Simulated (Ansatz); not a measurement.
The relaxed structure here is a generated cell of Ta2N: the first start was made by placing the elements on the sites of a structure type, and the end was not matched to a known phase here, so it may be hypothetical.

The start is a generated cell, Ta2N built in the AFLOW prototype A2B_mP12_14_2e_e (C43, as in ZrO2). The structure is fully relaxed (lattice and positions, P = 0) with r2SCAN (plane waves to 500 eV, PAW, scalar-relativistic; Ansatz, a program for electronic structure). First-step values are on the input's coarse k-mesh.

Ansatz input (later rounds restart from its end on a renewed k-mesh):
Ansatz 0.2 input:
```yaml
crystal:
  lattice:
    - [5.3275554, 0, 0]
    - [0, 5.3907558, 0]
    - [-0.8822035, 0, 5.4288765]
  atoms:
    - { symbol: N, position: [0.2754, 0.0395, 0.2083] }
    - { symbol: N, position: [0.7246, 0.5395, 0.2917] }
    - { symbol: N, position: [0.7246, 0.9605, 0.7917] }
    - { symbol: N, position: [0.2754, 0.4605, 0.7083] }
    - { symbol: Ta, position: [0.07, 0.3317, 0.3447] }
    - { symbol: Ta, position: [0.93, 0.8317, 0.1553] }
    - { symbol: Ta, position: [0.93, 0.6683, 0.6553] }
    - { symbol: Ta, position: [0.07, 0.1683, 0.8447] }
    - { symbol: Ta, position: [0.4496, 0.7569, 0.4792] }
    - { symbol: Ta, position: [0.5504, 0.2569, 0.0208] }
    - { symbol: Ta, position: [0.5504, 0.2431, 0.5208] }
    - { symbol: Ta, position: [0.4496, 0.7431, 0.9792] }
basis: { ecutwfc: 500, ecutrho_ratio: 4, xc_grid: 4, fft_grid_basis: typed }
kpoints: { mp_grid: { grid: [4, 4, 4] } }
hamiltonian:
  xc: r2scan
  dispersion: none
  pseudopotentials: { kind: paw }
scf: { occupations: { method: fermi_dirac, width: 0.05 } }
relax: { f_tol: 0.01, max_steps: 100, cell: { stress_tol: 0.02 } }
output: { forces: true, stress: true }
```

```yaml
initial_pressure: "+14 GPa (positive: the cell is compressed)"
largest_initial_force: about 3.2 eV/Å, on Ta9, Ta10, Ta11, Ta12 (atoms numbered as listed)
outcome: The space group goes from P2₁/c (No. 14) to Pbcn (No. 60), with 12 atoms in the primitive cell
energy_released: 0.81 eV/atom
Shortest distances (start → end): "The closest pairs of elements (up to four, under 3.6 Å), start → end: N–Ta 2.12 → 2.15 Å; Ta–Ta 2.63 → 2.96 Å; N–N 3.45 → 3.01 Å"
band_gap_at_the_end: zero (metallic)
optimiser_moves: 21
```

The end point of the relaxation:

```cif
data_N4Ta8
_chemical_formula_sum 'N4 Ta8'
_space_group_name_H-M_alt 'Pbcn'
_space_group_IT_number 60
_space_group_name_Hall '-P 2n 2ab'
_cell_length_a 4.91745
_cell_length_b 6.19342
_cell_length_c 5.22863
_cell_angle_alpha 90.000
_cell_angle_beta 90.000
_cell_angle_gamma 90.000
loop_
_space_group_symop_operation_xyz
  'x, y, z'
  '-x, -y, -z'
  '-x+1/2, -y+1/2, z+1/2'
  'x+1/2, y+1/2, -z+1/2'
  'x+1/2, -y+1/2, -z'
  '-x+1/2, y+1/2, z'
  '-x, y, -z+1/2'
  'x, -y, z+1/2'
loop_
_atom_site_label
_atom_site_type_symbol
_atom_site_symmetry_multiplicity
_atom_site_Wyckoff_symbol
_atom_site_fract_x
_atom_site_fract_y
_atom_site_fract_z
_atom_site_occupancy
N1 N 4 c 0.00000 0.37933 0.25000 1
Ta1 Ta 8 d 0.24398 0.12484 0.41631 1
```

Final values are on a 8×6×7 k-mesh of the relaxed cell. No spin polarisation in the result.

The run could not lose the symmetry of its start, so the end can be a saddle point.
